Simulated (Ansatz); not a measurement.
Generalised stacking fault in W

These are results of DFT PBEsol, scalar-relativistic, plane waves, PAW (Ansatz 0.2.0), not measurements. The runs took a 420 eV cutoff, a Γ-centred 23×23×7 mesh and Gaussian smearing (0.15 eV). Spin–orbit coupling is left out, which can shift energies with elements as heavy as these. No spin polarisation. Energies are free energies at this smearing, counted from the undisturbed cell; pressure is positive in compression.

The starting cell (relaxed at this level; with this scan's settings it stands at -0.1 GPa):

```yaml
crystal:
  lattice:
    - [-1.57718, 1.57718, -1.57718]
    - [-1.57718, -1.57718, 1.57718]
    - [0.00000, 6.30872, 6.30872]
  atoms:
    - { symbol: W, position: [0.00000, 0.00000, 0.87500] }
    - { symbol: W, position: [0.50000, 0.50000, 0.12500] }
    - { symbol: W, position: [0.00000, 0.00000, 0.37500] }
    - { symbol: W, position: [0.50000, 0.50000, 0.62500] }
```

The cut lies on the cell's a–b face, a (0 1 1) plane (indices in the standard cell, whose axes needn't be the Cartesian ones shown) of area 7.04 Å², between layers 2.23 Å apart. Vector c is tilted by f times 1·a + 0·b (length 2.732 Å) with the atoms' Cartesian places fixed: one unrelaxed fault a cell. The cell is metallic on the mesh throughout.

```tsv
f	γ (mJ/m²)	shear traction, the slope of γ along the slip (GPa)
0.0000	0	0.0
0.1000	276	19.3
0.2000	951	27.6
0.4000	2109	10.6
```

By symmetry 0.6000 repeats 0.4000, 0.8000 repeats 0.2000 in energy, with the opposite slope along the path.

Cost: 4 runs of about 9.8 core-minutes in all, on Arm Neoverse V1 (shared hosts).